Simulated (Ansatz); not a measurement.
## Data sheet: LuH$_{2}$ (DFT)

LuH2:
```yaml
crystal:
  lattice:
    - [0.00000, 2.47905, 2.47905]
    - [2.47905, 0.00000, 2.47905]
    - [2.47905, 2.47905, 0.00000]
  atoms:
    - { symbol: Lu, position: [0.00000, 0.00000, 0.00000] }
    - { symbol: H, position: [0.25000, 0.25000, 0.25000] }
    - { symbol: H, position: [0.75000, 0.75000, 0.75000] }
```

Space group Fm-3m (No. 225), fluorite; conventional cell a = b = c = 4.9581 Å, α = β = γ = 90.00°.

Method: the program Ansatz at the PBEsol level (PAW). The cell and atoms are relaxed at this level. Other levels are named where they apply.

### Cell and energy

```
Quantity                                                            Result
-----------------------------------------------------  -------------------
Volume per atom                                                   10.16 Å³
Density                                                         9.64 g/cm³
Formation energy from the elements (no fitted shifts)  -72 kJ/mol of atoms
```

### Electronic structure

```
Item                                                                         Value
------------------------------------  --------------------------------------------
Electronic character                                             metallic (no gap)
Density of states at the Fermi level  0.19 states/eV per atom (mean over ±0.08 eV)
Gap with spin–orbit coupling                                       none (metallic)
```

### Mechanics

```
Item                                                                          Result
--------------------------------------------  --------------------------------------
Bulk modulus (Birch–Murnaghan fit)                                          98.2 GPa
Pressure derivative B′                                                           3.8
Elastic constants (relaxed ions, GPa)              C11 = 153, C12 = 71.0, C44 = 80.6
Mechanical stability                          stable (all eigenvalues of C positive)
Hill bulk and shear moduli                                         98.2 and 61.3 GPa
Young's modulus                                                              152 GPa
Poisson's ratio                                                                 0.24
Debye temperature from the elastic constants                                   385 K
```

### Phonons

```
Property                                        Value
-----------------------------  ----------------------
Highest zone-centre frequency               1205 cm⁻¹
Zone-centre stability          no imaginary mode at Γ
```

The workflow started from an entry of the Crystallography Open Database (COD). Its standing as an ambient phase is unchecked. The cell was relaxed with PBEsol under the symmetry of its start. As this level gives no gap, shear constants depend on the k-mesh and smearing (Fermi–Dirac, 0.1 eV here). As this level gives no gap, phonon frequencies hold no LO–TO term and depend on the k-mesh and smearing (Fermi–Dirac, 0.1 eV here). The references are the lowest solids computed at this level, not always the standard phases (solids in place of the gases). Scalar-relativistic: spin–orbit coupling is off unless named, which matters more the heavier the elements.

Potentials: the later of the program's two PAW sets.
